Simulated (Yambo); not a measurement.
Absorption of LiBaF₃ (cubic perovskite, space group Pm-3m, No. 221) with and without the electron-hole interaction (Yambo, PBEsol bands; 8×8×8 mesh, 9 valence and 3 conduction bands, static screening with 40 bands and a 3 Ry block, scissor 3.23 eV, Tamm-Dancoff; field along x).

```json
[
 {"E (eV)": "7.95", "Im ε, BSE": "0.09", "Im ε, independent quasiparticles": "0.02"},
 {"E (eV)": "8.05", "Im ε, BSE": "0.11", "Im ε, independent quasiparticles": "0.02"},
 {"E (eV)": "8.15", "Im ε, BSE": "0.12", "Im ε, independent quasiparticles": "0.02"},
 {"E (eV)": "8.25", "Im ε, BSE": "0.13", "Im ε, independent quasiparticles": "0.02"},
 {"E (eV)": "8.35", "Im ε, BSE": "0.15", "Im ε, independent quasiparticles": "0.02"},
 {"E (eV)": "8.45", "Im ε, BSE": "0.17", "Im ε, independent quasiparticles": "0.03"},
 {"E (eV)": "8.55", "Im ε, BSE": "0.20", "Im ε, independent quasiparticles": "0.03"},
 {"E (eV)": "8.65", "Im ε, BSE": "0.24", "Im ε, independent quasiparticles": "0.03"},
 {"E (eV)": "8.75", "Im ε, BSE": "0.28", "Im ε, independent quasiparticles": "0.03"},
 {"E (eV)": "8.85", "Im ε, BSE": "0.35", "Im ε, independent quasiparticles": "0.03"},
 {"E (eV)": "8.95", "Im ε, BSE": "0.44", "Im ε, independent quasiparticles": "0.03"},
 {"E (eV)": "9.05", "Im ε, BSE": "0.56", "Im ε, independent quasiparticles": "0.04"},
 {"E (eV)": "9.15", "Im ε, BSE": "0.74", "Im ε, independent quasiparticles": "0.04"},
 {"E (eV)": "9.25", "Im ε, BSE": "1.06", "Im ε, independent quasiparticles": "0.04"},
 {"E (eV)": "9.35", "Im ε, BSE": "1.63", "Im ε, independent quasiparticles": "0.04"},
 {"E (eV)": "9.45", "Im ε, BSE": "2.78", "Im ε, independent quasiparticles": "0.05"},
 {"E (eV)": "9.55", "Im ε, BSE": "5.14", "Im ε, independent quasiparticles": "0.05"},
 {"E (eV)": "9.65", "Im ε, BSE": "7.87", "Im ε, independent quasiparticles": "0.06"},
 {"E (eV)": "9.75", "Im ε, BSE": "6.31", "Im ε, independent quasiparticles": "0.06"},
 {"E (eV)": "9.85", "Im ε, BSE": "4.12", "Im ε, independent quasiparticles": "0.07"},
 {"E (eV)": "9.95", "Im ε, BSE": "3.57", "Im ε, independent quasiparticles": "0.07"},
 {"E (eV)": "10.05", "Im ε, BSE": "4.55", "Im ε, independent quasiparticles": "0.08"},
 {"E (eV)": "10.15", "Im ε, BSE": "5.89", "Im ε, independent quasiparticles": "0.09"},
 {"E (eV)": "10.25", "Im ε, BSE": "4.69", "Im ε, independent quasiparticles": "0.11"},
 {"E (eV)": "10.35", "Im ε, BSE": "3.24", "Im ε, independent quasiparticles": "0.12"},
 {"E (eV)": "10.45", "Im ε, BSE": "2.55", "Im ε, independent quasiparticles": "0.15"},
 {"E (eV)": "10.55", "Im ε, BSE": "1.99", "Im ε, independent quasiparticles": "0.18"},
 {"E (eV)": "10.65", "Im ε, BSE": "1.61", "Im ε, independent quasiparticles": "0.24"},
 {"E (eV)": "10.75", "Im ε, BSE": "1.54", "Im ε, independent quasiparticles": "0.30"},
 {"E (eV)": "10.85", "Im ε, BSE": "1.69", "Im ε, independent quasiparticles": "0.39"},
 {"E (eV)": "10.95", "Im ε, BSE": "1.83", "Im ε, independent quasiparticles": "0.54"},
 {"E (eV)": "11.05", "Im ε, BSE": "1.67", "Im ε, independent quasiparticles": "0.66"},
 {"E (eV)": "11.15", "Im ε, BSE": "1.68", "Im ε, independent quasiparticles": "0.73"},
 {"E (eV)": "11.25", "Im ε, BSE": "1.37", "Im ε, independent quasiparticles": "0.88"},
 {"E (eV)": "11.35", "Im ε, BSE": "1.19", "Im ε, independent quasiparticles": "0.99"},
 {"E (eV)": "11.45", "Im ε, BSE": "1.11", "Im ε, independent quasiparticles": "1.12"},
 {"E (eV)": "11.55", "Im ε, BSE": "1.00", "Im ε, independent quasiparticles": "1.42"},
 {"E (eV)": "11.65", "Im ε, BSE": "1.08", "Im ε, independent quasiparticles": "1.73"},
 {"E (eV)": "11.75", "Im ε, BSE": "0.99", "Im ε, independent quasiparticles": "1.94"},
 {"E (eV)": "11.85", "Im ε, BSE": "0.96", "Im ε, independent quasiparticles": "2.28"},
 {"E (eV)": "11.95", "Im ε, BSE": "0.96", "Im ε, independent quasiparticles": "2.60"},
 {"E (eV)": "12.05", "Im ε, BSE": "0.85", "Im ε, independent quasiparticles": "2.74"},
 {"E (eV)": "12.15", "Im ε, BSE": "0.92", "Im ε, independent quasiparticles": "2.69"},
 {"E (eV)": "12.25", "Im ε, BSE": "0.87", "Im ε, independent quasiparticles": "2.74"},
 {"E (eV)": "12.35", "Im ε, BSE": "0.80", "Im ε, independent quasiparticles": "3.11"},
 {"E (eV)": "12.45", "Im ε, BSE": "0.86", "Im ε, independent quasiparticles": "3.51"},
 {"E (eV)": "12.55", "Im ε, BSE": "0.77", "Im ε, independent quasiparticles": "4.01"},
 {"E (eV)": "12.65", "Im ε, BSE": "0.78", "Im ε, independent quasiparticles": "4.75"},
 {"E (eV)": "12.75", "Im ε, BSE": "0.80", "Im ε, independent quasiparticles": "5.15"},
 {"E (eV)": "12.85", "Im ε, BSE": "0.65", "Im ε, independent quasiparticles": "4.79"}
]
```

The scissor comes from a G0W0 run whose convergence isn't established. Broadening 0.15 eV. The band window holds all transitions up to 12.9 eV. Fine structure above the onset can come from the mesh.

The cell is held in this high symmetry; tilts and polar distortions were not searched.

Geometry of the Materials Project entry, not relaxed at this level; primitive cell a = b = c = 3.9886 Å, α = β = γ = 90.00°.

The structure is a Materials Project entry; no match was found in the copy of COD used, and its stability was not checked.
